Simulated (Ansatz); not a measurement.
The calculation used Ansatz 0.2.0, DFT PBE, scalar-relativistic, plane waves, PAW. The final run on the 10-atom cell used 420 eV, a Γ-centred 6×6×6 mesh, 0.10 eV smearing and no spin polarisation.

Energies over the elements count from the elements' standard structures at the same level, with no fitted energy shifts.

Task: Propose a candidate for a trigonal metal made of Li and S, with a formation energy near −0.87 eV/atom and about 37 Å³ per atom, in a cell of 10 atoms.

Result: Li7S3, space group R-3m (No. 166). Li on a site of symmetry -3m has 2 S at 2.26 Å; around Li on a site of symmetry m lie 1 S at 2.25 Å and 1 S at 2.39 Å; S on a site of symmetry 3m is surrounded by 4 Li at 2.25–2.26 Å; S on a site of symmetry -3m has 6 Li at 2.39 Å.

```
Li S
1.0
     3.34832    1.93315    9.65187
    -3.34832    1.93315    9.65187
     0.00000   -3.86630    9.65187
Li S
7 3
Direct
  0.50000 0.50000 0.50000
  0.21782 0.21782 0.69978
  0.69978 0.21782 0.21782
  0.21782 0.69978 0.21782
  0.78218 0.30022 0.78218
  0.30022 0.78218 0.78218
  0.78218 0.78218 0.30022
  0.42186 0.42186 0.42186
  0.57814 0.57814 0.57814
  0.00000 0.00000 0.00000
```

The volume per atom is 37.48 Å³, the density is 0.64 g/cm³ and the energy over the elements is −0.87 eV/atom. The gap on the 6×6×6 mesh of the 10-atom cell is 0 eV (a metal).

The structure comes from a generated guess, relaxed at this level; another structure or a mixture of phases may lie lower. Other answers may fit too; this one was computed.

An odd number of electrons in the primitive cell allows no gap without spin; a larger cell or a magnetic state could open one. The reference form of S is held partly by dispersion forces, which this level lacks. A structure relaxed within its symmetry needn't be a true minimum.
